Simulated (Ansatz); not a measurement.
Starting cell, ZnSe (zinc blende):

```yaml
crystal:
  lattice:
    - [0.00000, 5.73301, 5.73301]
    - [2.86650, 0.00000, 2.86650]
    - [2.86650, 2.86650, 0.00000]
  atoms:
    - { symbol: Se, position: [0.37500, 0.75000, 0.75000] }
    - { symbol: Se, position: [0.87500, 0.75000, 0.75000] }
    - { symbol: Zn, position: [0.00000, 0.00000, 0.00000] }
    - { symbol: Zn, position: [0.50000, 0.00000, 0.00000] }
```

The atoms are displaced by Q × the pattern below (from a DFPT mode at L = (0.5, 0.0, 0.0), largest move 1; Q in Å), at fixed cell. It is one choice among 2 degenerate patterns. (q is in reciprocal vectors of the primitive cell; the cell shown is doubled to hold the pattern.)

| atom | x | y | z |
|---|---|---|---|
| Se1 | 0.273 | -0.498 | 0.771 |
| Se2 | -0.273 | 0.498 | -0.771 |
| Zn3 | 0.285 | -0.520 | 0.805 |
| Zn4 | -0.285 | 0.520 | -0.805 |

The numbers are results of PBE (plane waves to 420 eV, PAW, scalar-relativistic; Ansatz, a program for electronic structure), not measurements. k mesh 5×10×10 (Γ-centred), Fermi-Dirac smearing 0.05 eV. E stands for the smeared free energy. ZnSe was relaxed with its symmetry unable to fall. The zero of ΔE is the undisplaced structure.

| Q (Å) | ΔE (meV/cell) |
|---|---|
| -0.2800 | 1848 |
| -0.2333 | 1207 |
| -0.1867 | 734 |
| -0.1400 | withheld |
| -0.0933 | 172 |
| -0.0467 | 42 |
| 0.0000 | 0 |
| 0.0467 | 42 |
| 0.0933 | 172 |
| 0.1400 | withheld |
| 0.1867 | 734 |
| 0.2333 | 1207 |
| 0.2800 | 1848 |

Q: Fit an even polynomial form (powers 2, 4) to the given rows and predict ΔE at Q = 0.1400.

A: Least squares on the 11 given rows: ΔE = (19060)·Q² + (57540)·Q⁴, in meV/cell with Q in Å; root-mean-square residual 0.8 meV/cell. At 0.1400 the fit gives 396 meV/cell; the calculation gives 397 meV/cell, so the interpolation is off by -1 (-0.3 %). The quadratic term alone would give 374 meV/cell.

(A displaced cell: forces are minus the slopes of the energy, force constants its curvatures, and phonons follow from these.)
